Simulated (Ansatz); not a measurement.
What DFT gives for LuSi2Os2

```
CELL_PARAMETERS angstrom
0.00000 4.11783 0.00000
4.11783 0.00000 0.00000
2.05892 2.05892 -4.78453
ATOMIC_POSITIONS crystal
Os 0.75000 0.25000 0.50000
Os 0.25000 0.75000 0.50000
Lu 0.00000 0.00000 0.00000
Si 0.37500 0.37500 0.25000
Si 0.62500 0.62500 0.75000
```

Level: r2SCAN, no spin polarisation; 500 eV; 7×7×7 Γ-centred mesh; methfessel-paxton occupations (width 0.0621 eV); Ansatz 0.2.0, fixed geometry.

At the Fermi level: It is a metal, with about 3 states/eV a cell as the mean within 0.25 eV of the Fermi level, mostly Os d (57 %) and Lu d (21 %).
Formation energy: -0.74 eV an atom against the elements' usual phases (free molecules for gases, crystals otherwise, with no correction for O₂ or N₂), so it is bound against them; other compounds may still compete. Relaxing would lower it.
Stress: The pressure is -0.1 GPa (compression positive), so with the atoms held at these fractions the cell is close to zero pressure. The principal stresses -1.2, 0.5, 0.5 GPa differ, so its shape would change too.
Forces: The largest is on Si4 (and as large on other atoms): 0.40 eV/Å, components (0.00, 0.00, -0.40). It makes 60° with the line to a nearest neighbour, Os1 at 2.38 Å.
Charges: Bader charges in e: Lu +1.78, Si +0.68, Os -1.57. In the mean Lu gives up most and Os takes most.

Origin: a database entry at a rescaled volume.
